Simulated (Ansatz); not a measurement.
HfN:
```xyz
2
Lattice="0.0000 2.2628 2.2628 2.2628 0.0000 2.2628 2.2628 2.2628 0.0000" Properties=species:S:1:pos:R:3 pbc="T T T"
N      0.0000     0.0000     0.0000
Hf     2.2628     2.2628     2.2628
```

Relaxed with r²SCAN. Special points in fractions of this cell's reciprocal vectors: Γ (0.000, 0.000, 0.000); X (0.500, 0.000, 0.500); U (0.625, 0.250, 0.625); K (0.375, 0.375, 0.750); L (0.500, 0.500, 0.500); W (0.500, 0.250, 0.750).

Task: List the band energies nearest the Fermi level at these points for the program Ansatz at the r²SCAN with spin–orbit coupling level (PAW).

Result: In eV from the Fermi level; about four levels below and three above (degenerate sets whole), none deeper than 8.9 eV; … stands for higher levels left out; points with the same levels are listed once.

```json
[
 {"k": "Γ", "below": "-0.40 -0.40 -0.40 -0.40 -0.08 -0.08", "above": "2.05 2.05 …"},
 {"k": "X", "below": "-3.82 -3.82 -3.82 -3.82", "above": "4.19 4.19 5.22 5.22"},
 {"k": "U", "below": "-5.25 -5.25 -0.80 -0.80", "above": "3.96 3.96 4.54 4.54"},
 {"k": "L", "below": "-6.60 -6.60 -6.54 -6.54", "above": "3.34 3.34 3.71 3.71"},
 {"k": "W", "below": "-6.15 -6.15 -5.58 -5.58", "above": "1.14 1.14 1.28 1.28"}
]
```

Space group Fm-3m (rock salt). Symmetry was held in the r²SCAN relaxation; of distortions, only those at the zone centre were tested. The run is not spin-polarised. With an odd number of electrons in the cell and no spin polarisation, the count alone makes it a metal.

Potentials: the later of the program's two PAW sets.
